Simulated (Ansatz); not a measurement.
## RhN: from a first guess to the relaxed wurtzite type

First guess:

```xyz
4
Lattice="3.1589 0.0000 0.0000 -1.5794 2.7356 0.0000 0.0000 0.0000 5.1489" Properties=species:S:1:pos:R:3 pbc="T T T"
Rh    0.0000    1.8238    0.0000
Rh    1.5794    0.9119    2.5745
N     0.0000    1.8238    1.9360
N     1.5794    0.9119    4.5105
```

These are results of DFT, PBE, PAW with Ansatz's default frozen-core files, scalar-relativistic (Ansatz 0.2.0), not measurements.

Cell and atoms relax within the symmetry of the start on a 15×15×8 k mesh with 0.05 eV Fermi–Dirac smearing.

The start is built from a prototype, known or not as a phase of this compound; the cutoff is 420 eV.

What is the pressure of the first guess?

27.5 GPa.

What does it relax to?

a = 3.122 Å, b = 3.122 Å, c = 5.775 Å, α = 90.00°, β = 90.00°, γ = 120.00° (conventional cell), 12.19 Å³ per atom:
```cif
data_structure
_symmetry_space_group_name_H-M 'P6_3mc'
_symmetry_Int_Tables_number 186
_cell_length_a 3.1221
_cell_length_b 3.1221
_cell_length_c 5.7753
_cell_angle_alpha 90.000
_cell_angle_beta 90.000
_cell_angle_gamma 120.000
_cell_volume 48.75
loop_
_atom_site_label
_atom_site_type_symbol
_atom_site_symmetry_multiplicity
_atom_site_Wyckoff_symbol
_atom_site_fract_x
_atom_site_fract_y
_atom_site_fract_z
_atom_site_occupancy
Rh1 Rh 2 b 0.33333 0.66667 0.00687 1
N1 N 2 b 0.33333 0.66667 0.36913 1
```

How much energy does the relaxation release?

144 meV/atom.
